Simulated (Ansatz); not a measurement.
**CaHg$_{3}$Te$_{3}$: relaxed-ion elastic tensor**

Level of theory: DFT PBE, scalar-relativistic, plane waves, PAW (Ansatz 0.2.0). Cutoff 420 eV, 6×6×6 k-points (Γ-centred), Fermi-Dirac smearing of 0.15 eV. No spin polarisation.

Equilibrium structure at this level:
```xyz
7
Lattice="6.2727 0.0000 0.0000 0.0000 6.2727 0.0000 0.0000 0.0000 6.2727" Properties=species:S:1:pos:R:3 pbc="T T T"
Ca    3.1364    3.1364    3.1364
Hg    0.0000    3.1364    0.0000
Hg    0.0000    0.0000    3.1364
Hg    3.1364    0.0000    0.0000
Te    3.1364    0.0000    3.1364
Te    3.1364    3.1364    0.0000
Te    0.0000    3.1364    3.1364
```

The cell was found from a structure generator's guess, not taken from experiment. In a metal, frequencies and elastic constants depend on the k mesh and the smearing, soft modes and shear constants most. Spin–orbit coupling is left out, which matters for heavy elements.

Problem. Give the relaxed-ion elastic constants (GPa, Voigt order xx yy zz yz xz xy, on the Cartesian axes of the cell above).

Solution.
```
37.3 23.5 23.5  0.0  0.0  0.0
23.5 37.3 23.5  0.0  0.0  0.0
23.5 23.5 37.3  0.0  0.0  0.0
 0.0  0.0  0.0  5.8  0.0  0.0
 0.0  0.0  0.0  0.0  5.8  0.0
 0.0  0.0  0.0  0.0  0.0  5.8
```

Problem. Is the crystal stable against homogeneous strain?

Solution. Too close to call: the least eigenvalue is 5.8 GPa, within what the k mesh leaves open in a metal.
